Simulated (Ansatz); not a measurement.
LaBi₂ClO₄:
```
CELL_PARAMETERS angstrom
      3.94291     0.00000     0.00000
      0.00000     3.94291     0.00000
      0.00000     0.00000     9.08432
ATOMIC_POSITIONS crystal
  La 0.00000 0.00000 0.00000
  Bi 0.50000 0.50000 0.28471
  Bi 0.50000 0.50000 0.71529
  Cl 0.00000 0.00000 0.50000
  O  0.00000 0.50000 0.16714
  O  0.00000 0.50000 0.83286
  O  0.50000 0.00000 0.16714
  O  0.50000 0.00000 0.83286
```

Relaxed with r²SCAN+D4. Special points in fractions of this cell's reciprocal vectors: Γ (0.000, 0.000, 0.000); X (0.000, 0.500, 0.000); M (0.500, 0.500, 0.000); Z (0.000, 0.000, 0.500); R (0.000, 0.500, 0.500); A (0.500, 0.500, 0.500).

**Question.** List the band energies nearest the valence-band maximum at these points for DFT-r²SCAN+D4 with spin–orbit coupling in the program Ansatz with PAW potentials.

**Answer.** In eV from the valence-band maximum; about four levels below and three above (degenerate sets whole), none deeper than 8.9 eV; points with the same levels are listed once.

```
k                    below                above
-  -----------------------  -------------------
Γ  -0.53 -0.53 -0.42 -0.42  1.49 1.49 3.66 3.66
X  -0.33 -0.33 -0.17 -0.17  3.60 3.60 4.47 4.47
M  -0.57 -0.57 -0.36 -0.36  3.69 3.69 4.60 4.60
Z  -0.59 -0.59 -0.55 -0.55  1.86 1.86 3.24 3.24
R    -0.46 -0.46 0.00 0.00  4.09 4.09 4.38 4.38
A  -0.57 -0.57 -0.36 -0.36  4.04 4.04 4.50 4.50
```

Space group P4/mmm. The first step of the workflow began from a Materials Project structure, measured or hypothetical; the Crystallography Open Database copy checked does not list it. Its standing as an ambient phase is unchecked. The cell was relaxed with r²SCAN+D4 under the symmetry of its start; its stability against distortions is not shown here.

Potentials: the later of the program's two PAW sets.
